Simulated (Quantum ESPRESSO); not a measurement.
pw.x input (Quantum ESPRESSO 7.5; PBEsol, PseudoDojo standard norm-conserving files, scalar-relativistic):

```
&CONTROL
  calculation = 'scf'
  pseudo_dir = './pseudo'
  outdir = './out'
  tprnfor = .true.
  tstress = .true.
/
&SYSTEM
  ibrav = 0
  nat = 2
  ntyp = 2
  ecutwfc = 92.0
  ecutrho = 368.0
  occupations = 'smearing'
  smearing = 'fd'
  degauss = 0.005
  nbnd = 19
/
&ELECTRONS
  conv_thr = 2e-10
/
ATOMIC_SPECIES
Sc 44.9559 Sc.upf
Cu 63.5460 Cu.upf
CELL_PARAMETERS angstrom
  3.240870000000   0.000000000000   0.000000000000
  0.000000000000   3.240870000000   0.000000000000
  0.000000000000   0.000000000000   3.240870000000
ATOMIC_POSITIONS crystal
Sc   0.500000000000   0.500000000000   0.500000000000
Cu   0.000000000000   0.000000000000   0.000000000000
K_POINTS automatic
14 14 14 0 0 0
```

End of the output:

```
     total energy              =    -475.61054437 Ry
     estimated scf accuracy    <       0.00000002 Ry
     total energy              =    -475.61054437 Ry
     estimated scf accuracy    <          5.7E-10 Ry
     total energy              =    -475.61054437 Ry
     estimated scf accuracy    <          3.0E-10 Ry
[...]
     the Fermi energy is    12.9011 ev
!    total energy              =    -475.61054437 Ry
     estimated scf accuracy    <          1.4E-10 Ry
     smearing contrib. (-TS)   =      -0.00154233 Ry
     internal energy E=F+TS    =    -475.60900204 Ry
     The total energy is F=E-TS. E is the sum of the following terms:
     one-electron contribution =    -293.18537322 Ry
     hartree contribution      =     157.79117265 Ry
     xc contribution           =     -62.17962120 Ry
     ewald contribution        =    -278.03518026 Ry
     convergence has been achieved in  17 iterations
     Forces acting on atoms (cartesian axes, Ry/au):
     atom    1 type  1   force =     0.00000000    0.00000000    0.00000000
     atom    2 type  2   force =     0.00000000    0.00000000    0.00000000
     Total force =     0.000000     Total SCF correction =     0.000000
     Computing stress (Cartesian axis) and pressure
          total   stress  (Ry/bohr**3)                   (kbar)     P=      -28.66
  -0.00019484   0.00000000   0.00000000          -28.66        0.00        0.00
   0.00000000  -0.00019484   0.00000000            0.00      -28.66        0.00
   0.00000000   0.00000000  -0.00019484            0.00        0.00      -28.66
```

Geometry of the Materials Project entry, not relaxed at this level.
